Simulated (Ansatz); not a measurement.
The start is a relaxed TiC cell displaced along its unstable phonon at q = (½, 0, ½) of its primitive reciprocal cell (248i cm⁻¹), largest move 0.15 Å. Cell shape, volume and atoms are optimised at zero target pressure with PBEsol (plane waves to 420 eV, PAW, scalar-relativistic; Ansatz, a quantum-chemistry and plane-wave program). The first steps use a coarse 11×11×11 k-mesh.

The start:
```
TiC
1.0
   10.54383     0.00000     0.00000
   -2.63596     4.56561     0.00000
    5.27192     0.00000     2.94652
Ti C
6 6
Direct
  0.25000   0.00000   0.00000
  0.75000   0.00000   0.00000
  0.25000   0.50000   0.00000
  0.75000   0.50000   0.00000
  0.99896   0.50000   0.00208
  0.50104   0.50000   0.99792
  0.97455   0.00000   0.05091
  0.52545   0.00000   0.94909
  0.91848   0.66848   0.50000
  0.41485   0.66485   0.50000
  0.08515   0.33515   0.50000
  0.58152   0.33152   0.50000
```

How much energy is released per atom?

0.21 eV/atom.

How does the volume change?

+2.2 %, from 11.82 to 12.08 Å³/atom.

How do the shortest distances between atoms change?

The closest pairs of elements (up to four, under 3.6 Å), start → end: C–C 2.65 → 1.38 Å; C–Ti 2.11 → 2.10 Å; Ti–Ti 2.64 → 2.67 Å.

Is the relaxed structure metallic? Give its gap.

Zero (metallic).

What does it relax into? Give the structure.


Space group Immm (No. 71); a = 5.349 Å, b = 5.838 Å, c = 9.280 Å, α = β = γ = 90.00°

```csv
atom,site,symmetry,x,y,z
Ti,8k,-1,0.2500,0.2500,0.2500
Ti,4h,m2m,0.0000,0.2439,0.5000
C,4g,m2m,0.0000,0.3818,0.0000
C,4i,mm2,0.0000,0.0000,0.3258
C,4j,mm2,0.5000,0.0000,0.1601
```
(The calculation used a cell of 12 atoms; values per cell refer to that cell.)

Final values are on a 12×12×12 k-mesh of the relaxed cell. No spin polarisation in the result.

The run could not lose the symmetry of its start: the end is stationary, and may be a saddle point rather than a minimum.

The relaxed structure here is a generated cell of TiC: the first start was made by placing the elements on the sites of a structure type, and the end was not matched to a known phase here, so it may be hypothetical. Known forms of TiC include space group No. 225.
